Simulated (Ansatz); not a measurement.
# Na$_{2}$AgSbF$_{6}$: zone-centre modes

Theory: DFT PBEsol, scalar-relativistic, plane waves, PAW in Ansatz 0.2.0. Cutoff 420 eV, Γ-centred 6×6×6 k-points, Gaussian smearing of 0.05 eV. No spin polarisation.

Reference structure (relaxed at this level; it needn't be the usual structure):

```
CELL_PARAMETERS angstrom
0.00000 4.50199 4.50199
4.50199 0.00000 4.50199
4.50199 4.50199 0.00000
ATOMIC_POSITIONS crystal
Na 0.75000 0.75000 0.75000
Na 0.25000 0.25000 0.25000
Ag 0.50000 0.50000 0.50000
Sb 0.00000 0.00000 0.00000
F 0.76026 0.23974 0.23974
F 0.23974 0.23974 0.76026
F 0.23974 0.76026 0.76026
F 0.23974 0.76026 0.23974
F 0.76026 0.23974 0.76026
F 0.76026 0.76026 0.23974
```

Harmonic modes by finite displacements of 0.02 Å, without the LO–TO term.

Task: At this geometry, is the structure stable against these modes?

Result: No: 12 modes are unstable, the strongest at 135i cm⁻¹.

Task: List the wavenumbers in cm⁻¹.

Result: 135i, 135i, 135i, 126i, 126i, 126i, 119i, 119i, 119i, 82i, 82i, 82i, 0, 0, 0, 71, 71, 71, 155, 155, 155, 161, 161, 161, 309, 309, 309, 345, 345, 454.

Cost: 1 run of about 3.7 core-minutes, on Arm Neoverse V1 (shared hosts).